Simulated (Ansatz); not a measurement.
Sb (A7 (α-As type)), relaxed and computed with several functionals in Ansatz (plane waves, PAW).

| functional | a (Å) | c (Å) | V (Å³/atom) |
|---|---|---|---|
| PBE | 4.375 | 11.538 | 31.88 |
| PBEsol | 4.322 | 11.066 | 29.83 |
| LDA | 4.294 | 10.970 | 29.20 |
| PBE+D3(BJ) | 4.323 | 11.044 | 29.79 |
| r²SCAN | 4.343 | 11.610 | 31.60 |
| r²SCAN+D4 | 4.329 | 11.401 | 30.84 |

All cells were relaxed under the symmetry of their starts (and spin orders); stability against distortions was not tested throughout. Spin–orbit coupling is left out wherever it is not named.

Potentials: the earlier of the program's two PAW sets. The files were generated under PBE; for other functionals the program regenerates the frozen cores, and for LDA and PBEsol the local potential too.

Ansatz (an electronic-structure program) is a plane-wave DFT program.
